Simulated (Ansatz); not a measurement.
**A crystal of cell content C2H2Br6 at more than one level of theory**

Plane-wave PAW calculations in Ansatz, scalar-relativistic unless spin-orbit coupling is named; Γ-centred meshes, relaxations with the symmetry kept. Pressure is positive in compression. No spin polarisation at the first level.

Settings: cutoff 420 eV, Γ-centred mesh 6×6×4 on the computed 10-atom cell, Gaussian smearing of 0.02 eV; no spin polarisation.

Structure relaxed with PBE+D3(BJ):

```xyz
10
Lattice="6.3016 0.0000 0.0000 -3.1508 5.4573 0.0000 0.0000 0.0000 7.0395" Properties=species:S:1:pos:R:3 pbc="T T T"
H     3.1508    1.8191    1.6446
H     0.0000    3.6382    5.1644
C     3.1508    1.8191    0.5536
C     0.0000    3.6382    4.0734
Br    2.4076    3.5257   -0.0030
Br   -1.8495    3.8478    3.5168
Br    2.0445    0.3222   -0.0030
Br    0.7432    1.9317    3.5168
Br    5.0003    1.6095   -0.0030
Br    1.1063    5.1352    3.5168
```

What changes with PBEsol (relaxed anew)?

```tsv
level	cell	cutoff (eV)	k mesh	primitive cell	V (Å³/atom)	P (GPa; residual where relaxed)	gap on mesh (eV)
PBE+D3(BJ)	relaxed	420	6×6×4	a = 6.30 Å, b = 6.30 Å, c = 7.04 Å, α = 90.00°, β = 90.00°, γ = 120.00°	24.2	-0.01	3.61
PBEsol	relaxed	420	6×6×4	a = 6.27 Å, b = 6.27 Å, c = 7.16 Å, α = 90.00°, β = 90.00°, γ = 120.00°	24.4	0.02	3.72
```

Cost: 2 runs of about 2.7 core-minutes in all, on Arm Neoverse V2 (shared hosts).